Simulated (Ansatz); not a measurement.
Sn (beta-Sn type, space group I4_1/amd)

```
Sn
1.0
   -2.97350     2.97350     1.60615
    2.97350    -2.97350     1.60615
    2.97350     2.97350    -1.60615
Sn
2
Direct
  0.75000   0.25000   0.50000
  0.00000   0.00000   0.00000
```

In this cell atom 2 (Sn, nearest neighbour Sn at 3.080 Å; its periodic images, 3.2 Å or more away, move with it) is moved by s towards the nearest neighbour, unit vector (-0.965, 0.000, -0.261); all other atoms and the cell stay fixed.

All values below come from PBE (plane waves to 420 eV, PAW, scalar-relativistic; Ansatz, a quantum-chemistry and plane-wave program). k mesh 13×13×13 (Γ-centred), Fermi-Dirac smearing 0.05 eV. E stands for the smeared free energy. With partly filled bands, energies and forces of such displacements shift with the k mesh and the smearing. Sn was relaxed with its symmetry unable to fall. ΔE is measured from the undisplaced structure. The last digit holds for this mesh only.

| s (Å) | ΔE (meV/cell) |
|---|---|
| -0.620 | 661.7 |
| -0.496 | 388.1 |
| -0.372 | 203.7 |
| -0.248 | withheld |
| -0.124 | 22.3 |
| 0.000 | 0.0 |
| 0.124 | 24.7 |
| 0.248 | 108.3 |
| 0.372 | 276.3 |
| 0.496 | 572.2 |
| 0.620 | 1057.1 |

Task: Fit a polynomial form (powers 2, 3, 4) to the given rows and predict ΔE at s = -0.248.

Result: Least squares on the 10 given rows: ΔE = (1449)·s² + (809.9)·s³ + (2047)·s⁴, in meV/cell with s in Å; root-mean-square residual 4.43 meV/cell. At -0.248 the fit gives 84.5 meV/cell; the calculation gives 87.9 meV/cell, so the interpolation is off by -3.4 (-3.9 %). The quadratic term alone would give 89.1 meV/cell.

(A displaced cell: forces are minus the slopes of the energy, force constants its curvatures, and phonons follow from these.)
